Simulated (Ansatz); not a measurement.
This run works on a proposed trial structure, not on a known crystal.

Input and command of a plane-wave DFT calculation in Ansatz:

```yaml
crystal:
  lattice:
    - [3.1843303415, 0.0, 0.0]
    - [0.0, 3.1843303415, 0.0]
    - [0.0, 0.0, 27.4749248237]
  atoms:
    - { symbol: Li, position: [0.0, 0.5, 0.8203071962] }
    - { symbol: Li, position: [0.0, 0.5, 0.6773423388] }
    - { symbol: Li, position: [0.5, 0.0, 0.1796928038] }
    - { symbol: Li, position: [0.5, 0.0, 0.3226576612] }
    - { symbol: Li, position: [0.5, 0.0, 0.8868985762] }
    - { symbol: Li, position: [0.0, 0.5, 0.1131014238] }
    - { symbol: Li, position: [0.5, 0.0, 0.7473800774] }
    - { symbol: Li, position: [0.5, 0.0, 0.6063332675] }
    - { symbol: Li, position: [0.5, 0.0, 0.4648778288] }
    - { symbol: Li, position: [0.0, 0.5, 0.3936667325] }
    - { symbol: Li, position: [0.0, 0.5, 0.2526199226] }
    - { symbol: Li, position: [0.0, 0.5, 0.5351221712] }
    - { symbol: Zr, position: [0.5, 0.0, 0.0399978558] }
    - { symbol: Zr, position: [0.0, 0.5, 0.9600021442] }
    - { symbol: "N", position: [0.5, 0.0, 0.9599360555] }
    - { symbol: "N", position: [0.0, 0.5, 0.0400639445] }
basis:
  ecutwfc: 420
kpoints:
  mp_grid: { grid: [10, 10, 2] }
hamiltonian:
  xc: pbe
scf:
  occupations: { method: gaussian, width: 0.1 }
output:
  forces: true
  stress: true
  eigenvalues: true
relax:
  adjacent_minimum: "off"
  f_tol: 0.01
  max_steps: 30
  cell: { stress_tol: 0.1, fix: [volume] }
```

```bash
ansatz run input.yaml --threads 1 --pin off --max-ram 2560MiB --backend cpu --events-out ev --progress --plain --runs-dir out
```

Processor: Intel(R) Xeon(R) Platinum 8259CL CPU @ 2.50GHz (Skylake/Cascade Lake), 1 thread, on a host shared with other jobs.

Q: Estimate time, memory and problem size.

A: About 5.2 min, peak memory 0.86 GiB. It solves 51 bands at 42 k points (after reduction by symmetry) with about 5459 plane waves, in 41 SCF iterations over 6 ionic steps.
